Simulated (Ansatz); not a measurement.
# Ti2Co: do energies and stresses tell the same story?

All numbers below come from Ansatz 0.2.0, DFT PBEsol, scalar-relativistic, plane waves, PAW.

Cutoff 420 eV; k points 10×10×10 on the computed 6-atom cell (Γ-centred); Gaussian smearing, width 0.10 eV; collinear spin from starting moments 0 0 0 0 1.11 1.11 μB.

Relaxed cell: Fd-3m, a = 6.979 Å, b = 6.979 Å, c = 6.979 Å, α = 90.00°, β = 90.00°, γ = 90.00°, 6 atoms in the primitive cell. Whether it is the stable form of this composition wasn't checked.

Energies at zero smearing and pressures from the stress tensor, at volumes with shape and atoms relaxed:
```json
{"V (Å³/atom)": "12.464", "E − E(first) (meV/atom)": "0.00", "P (GPa)": "19.56"}
{"V (Å³/atom)": "12.889", "E − E(first) (meV/atom)": "-43.28", "P (GPa)": "13.38"}
{"V (Å³/atom)": "13.314", "E − E(first) (meV/atom)": "-71.37", "P (GPa)": "8.14"}
{"V (Å³/atom)": "13.739", "E − E(first) (meV/atom)": "-86.66", "P (GPa)": "3.72"}
{"V (Å³/atom)": "14.164", "E − E(first) (meV/atom)": "-91.26", "P (GPa)": "0.00"}
{"V (Å³/atom)": "14.588", "E − E(first) (meV/atom)": "-86.82", "P (GPa)": "-3.19"}
{"V (Å³/atom)": "15.013", "E − E(first) (meV/atom)": "-74.55", "P (GPa)": "-5.94"}
{"V (Å³/atom)": "15.580", "E − E(first) (meV/atom)": "-47.78", "P (GPa)": "-9.04"}
```

Question: Check P = −dE/dV between neighbouring volumes, and get the bulk modulus from the pressures alone.

Answer: With 1 eV/Å³ = 160.2 GPa:
```tsv
middle V (Å³/atom)	−ΔE/ΔV (GPa)	mean P (GPa)
12.676	16.320	16.472
13.101	10.590	10.758
13.526	5.766	5.929
13.951	1.735	1.861
14.376	-1.673	-1.593
14.801	-4.626	-4.563
15.297	-7.571	-7.490
```

The two differ by 0.17 GPa at most. The mean of two end pressures misses the average over a step by about ΔV² P″/12, up to 0.09 GPa here; with that taken off 0.11 GPa remains. The stress is the derivative of the free energy, not of the energy at zero smearing, and with free energies 0.01 GPa remains. The largest site moment goes from 0.46 to 1.37 μB along the series, which bends P(V). Around V = 14.164 Å³/atom, the two neighbours give B = −V ΔP/ΔV = 14.164 × 6.91 / 0.850 = 115.1 GPa, against B0 = 115.3 GPa from the Birch–Murnaghan fit of the energies.

Only this magnetic start was tried.